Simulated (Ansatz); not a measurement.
Ansatz (a first-principles code) input:

Ansatz 0.2 input:
```yaml
crystal:
  lattice:
    - [0.0, 3.3253382208, 3.3253382208]
    - [3.3253382208, 0.0, 3.3253382208]
    - [3.3253382208, 3.3253382208, 0.0]
  atoms:
    - { symbol: Te, position: [0.75, 0.75, 0.75] }
    - { symbol: Hg, position: [0.0, 0.0, 0.0] }
kpoints:
  mp_grid: { grid: [12, 12, 12] }
hamiltonian:
  xc: pbe
  pseudopotentials: { kind: paw }
scf:
  occupations: { method: fermi_dirac, width: 0.1 }
phonons:
  method: dfpt
  response_accuracy: low
  qmesh: [3, 3, 3]
  interpolated_qmesh: [14, 14, 14]
  dielectric: false
  rigid_motions: translations
  temperatures: { t_max: 1000, t_step: 50 }
  qpath:
    path:
      - [[0.0, 0.0, 0.0], [0.5, 0.0, 0.5], [0.625, 0.25, 0.625]]  # Γ-X-U
      - [[0.375, 0.375, 0.75], [0.0, 0.0, 0.0], [0.5, 0.5, 0.5], [0.5, 0.25, 0.75], [0.5, 0.0, 0.5]]  # K-Γ-L-W-X
    npoints: 13
```

Output (shortened):

```
WARN phonons: nothing shows that this cell's Born effective charges vanish (its symmetry is asked only of a neutral cell with symmetry detection on), so it may …
Pseudopotential: Te, paw, valence charge 16
Pseudopotential: Hg, paw, valence charge 20
Functional definition: PBE
Crystal: 2 atoms, lattice volume = 73.542 Å³
Basis set: ecut = 420 eV, 1459 PW (Γ), exchange–correlation on 64×64×64 points (8 copies of the dense FFT grid, shifted against one another)
Bands: 22, of which v1, the nominal top of the filled ones, is band 18 counted from 1 (17 counted from 0)
Symmetry: 24 space group operations
k-points: 72 of 1728 (time reversal used)
SCF iter   1: F=—  HF=-20793.750294 eV  |F-HF|=—  |Δ(HF+E_count)|=         —  Δρ=1.22e-3  dr2=2.56e-3  ethr=1.77e-3  ⟨swp⟩=5.9  Hψ=7397  notcnv=0
preconditioner: auto → none
SCF iter   2: F=—  HF=-20793.750209 eV  |F-HF|=—  |Δ(HF+E_count)|=   8.53e-5  Δρ=5.61e-4  dr2=2.76e-4  ethr=7.11e-6  ⟨swp⟩=2.3  Hψ=2865  notcnv=0
SCF iter   3: F=—  HF=-20793.750306 eV  |F-HF|=—  |Δ(HF+E_count)|=   9.72e-5  Δρ=2.12e-4  dr2=3.24e-5  ethr=7.67e-7  ⟨swp⟩=2.0  Hψ=2162  notcnv=0
SCF iter   4: F=—  HF=-20793.750398 eV  |F-HF|=—  |Δ(HF+E_count)|=   9.13e-5  Δρ=8.22e-5  dr2=5.21e-6  ethr=9.00e-8  ⟨swp⟩=2.0  Hψ=2246  notcnv=0
SCF iter   5: F=—  HF=-20793.750425 eV  |F-HF|=—  |Δ(HF+E_count)|=   2.70e-5  Δρ=1.60e-5  dr2=1.73e-7  ethr=1.45e-8  ⟨swp⟩=2.0  Hψ=2252  notcnv=0
SCF iter   6: F=—  HF=-20793.750422 eV  |F-HF|=—  |Δ(HF+E_count)|=   2.66e-6  Δρ=2.42e-6  dr2=5.51e-9  ethr=4.79e-10  ⟨swp⟩=2.3  Hψ=2274  notcnv=0
SCF iter   7: F=—  HF=-20793.750422 eV  |F-HF|=—  |Δ(HF+E_count)|=   3.99e-8  Δρ=4.20e-7  dr2=1.34e-10  ethr=1.53e-11  ⟨swp⟩=2.4  Hψ=2279  notcnv=0
SCF iter   8: F=-20793.750422 eV  HF=-20793.750422 eV  |F-HF|=3.64e-12  |Δ(HF+E_count)|=  5.57e-10  Δρ=6.89e-8  dr2=2.14e-12  ethr=1.00e-12  ⟨swp⟩=7.0  Hψ=7697  notcnv=0
SCF 1 converged in 8 iterations: F = -20793.750422 eV  dr2 = 2.14e-12
NSCF: frozen V_eff on 72 k-points
NSCF: frozen V_eff on 163 k-points
DFPT response loops at q = (0, 0, 0) (fractional): preconditioner auto → none (partly filled bands, converged f_vac=0.204); β = 0.50; Broyden in place of MSR1
NSCF: frozen V_eff on 1872 k-points
DFPT response loops at q = (0, 0, 0.3333333333333333) (fractional): mixed as the last ones told, above
phonons.qmesh, q = [0.0000, 0.0000, 0.3333]: its response loops start from zero, take more passes and end by a threshold …
NSCF: frozen V_eff on 1020 k-points
DFPT response loops at q = (0, 0.3333333333333333, 0.3333333333333333) (fractional): mixed as the last ones told, above
NSCF: frozen V_eff on 1872 k-points
DFPT response loops at q = (0, 0.3333333333333333, -0.33333333333333337) (fractional): mixed as the last ones told, above
phonons.qmesh, q = [0.0000, 0.3333, -0.3333]: its response loops start from zero, take more passes and end by a threshold …
SCF converged after 8 iterations
Free energy (F): -20793.750422 eV
Harris-Foulkes:  -20793.750422 eV  (|F-HF|=3.64e-12)
Internal energy: -20793.748140 eV  (E = F + TS)
E sigma→0 (E₀):  -20793.749281 eV
Entropy (-TS):   -0.002282 eV (-1.141 meV/atom)
Fermi energy:    7.625564 eV
--- Per-component energies (eV) ---
  E_band       = -807.037846
  E_kinetic    = 782.763229
  E_local      = -4987.362049  (includes V_loc(G=0)·N_el)
  E_nonlocal   = -237.681849
  E_hartree    = 2410.771708
  E_xc         = -343.864952
  E_vxc        = -365.268376  (∫ρ·V_xc dr)
  E_paw        = -14606.745031  (= ΣΔE_a)
  E_vpaw       = -821.032950  (= ΣTr[D̂ρ^β])
  E_aug_tail   = 0.000734  (compensation charges beyond the density's cutoff)
  E_ewald      = -3811.629930
  E_smearing   = -0.002282  (= −TS)
  E_closure    = 0.000000  (closes the sum)
  Σ components = -20793.750422   (vs F -20793.750422, Δ=0.00e0)
  [band-id]    e_kinetic+e_local+e_nonlocal+2·e_hartree+e_vxc+e_vpaw+e_augmentation_tail = -807.037844   (vs E_band -807.037846, Δ=2.26e-6)
--- Band table (eV; the first three rows and the last of 72) ---
  k-point 0: bands = ["-107.1464", "-55.6025", "-55.6025", "-55.6025", "-29.0753", "-29.0753", "-29.0753", "-29.0704", "-29.0704", "-3.9965", "0.5278", "0.5278", "0.5278", "0.9604", "0.9604", "6.5020", "7.4160", "7.4160", "7.4160", "11.8039", "11.8039", "11.8039"]
  k-point 1: bands = ["-107.1464", "-55.6025", "-55.6025", "-55.6025", "-29.0754", "-29.0753", "-29.0753", "-29.0704", "-29.0704", "-3.9673", "0.5359", "0.5359", "0.5406", "0.9597", "0.9597", "5.9905", "7.3490", "7.3490", "7.7706", "11.7005", "11.9001", "11.9001"]
  k-point 2: bands = ["-107.1464", "-55.6025", "-55.6025", "-55.6025", "-29.0754", "-29.0753", "-29.0753", "-29.0704", "-29.0704", "-3.8860", "0.5575", "0.5575", "0.5858", "0.9586", "0.9586", "5.1350", "7.1775", "7.1775", "8.1328", "11.7652", "12.1327", "12.1327"]
  k-point 71: bands = ["-107.1464", "-55.6025", "-55.6025", "-55.6025", "-29.0755", "-29.0753", "-29.0750", "-29.0704", "-29.0702", "-3.3627", "0.7194", "0.7461", "0.9193", "0.9395", "1.4467", "2.3971", "5.1801", "5.2241", "10.3142", "12.1112", "12.6744", "13.7046"]
--- Phonons (Γ-DFPT): 2 representative perturbations + reference (Σ response iterations 5) ---
  ASR residual: 6.180e-4 → 0.000e0 eV/Å²; symmetrization residual: 3.026e-4 eV/Å²
  ASR residual per site (eV/Å²): 1.03e-4 6.18e-4
  Γ frequencies (cm⁻¹): 0.00 0.00 0.00 96.54 96.54 96.54
  non-analytic LO–TO correction: not included (Born effective charges unavailable; polar crystals …
--- Phonons (arbitrary-q DFPT): 4 irreducible q on the 3×3×3 mesh ---
  q = [0.0000, 0.0000, 0.0000] (star 1, of the zone-centre solve; hermiticity 2.26e-4, symmetrization 5.44e-12):  0.00 0.00 0.00 96.54 96.54 96.54
  q = [0.0000, 0.0000, 0.3333] (star 8, 2 solved perturbations on 936 of 1728 k-point pairs; hermiticity 3.96e-4, symmetrization 4.21e-12): 19.89 19.89 66.38 106.32 106.32 122.42
  q = [0.0000, 0.3333, 0.3333] (star 6, 4 solved perturbations in 1608 linear systems a pass and spin channel, the states on 510 of 1728 k-point pairs; hermiticity 7.66e-5, symmetrization 2.55e-6): 21.82 21.82 70.71 115.16 115.16 119.25
  q = [0.0000, 0.3333, -0.3333] (star 12, 4 solved perturbations in 2892 linear systems a pass and spin channel, the states on 936 of 1728 k-point pairs; hermiticity 2.42e-4, symmetrization 2.46e-12): 21.62 28.08 76.36 111.83 115.05 129.09
  sum rule: each row above includes the acoustic sum rule's correction from the zone centre's row sums; it moved no ω² by more than (0.92 cm⁻¹)²
  mesh force constants: q→R imaginary residual 1.52e-16; ASR residual 6.180e-4 → 0.000e0 eV/Å²; symmetrization residual 2.665e-15 eV/Å²
  interpolated dispersion: 80 rows × 6 modes
  density of states and harmonic sums: on the 14×14×14 q-mesh, interpolated from the force constants of a 3×3×3 supercell (no non-analytic term)
  largest difference from the sums on the solved wave vectors: F 3.86e-2 eV, S 4.81e-5 and C_V 9.48e-6 eV/K
  zero-point energy: 0.028512 eV/cell   skipped modes (ω ≤ 0): 3   left out of the sums: 1.82e-4 of the cell's modes …
```

Cost: roughly 30 core-minutes on shared cores.

Space group F-43m (zinc blende). The cell was relaxed with PBE under the symmetry of its start. As this level gives no gap, phonon frequencies hold no LO–TO term and depend on the k-mesh and smearing (Fermi–Dirac, 0.1 eV here). Scalar-relativistic: spin–orbit coupling is off unless named, which matters more the heavier the elements.

Potentials: the later of the program's two PAW sets.

Ansatz is a plane-wave DFT program.
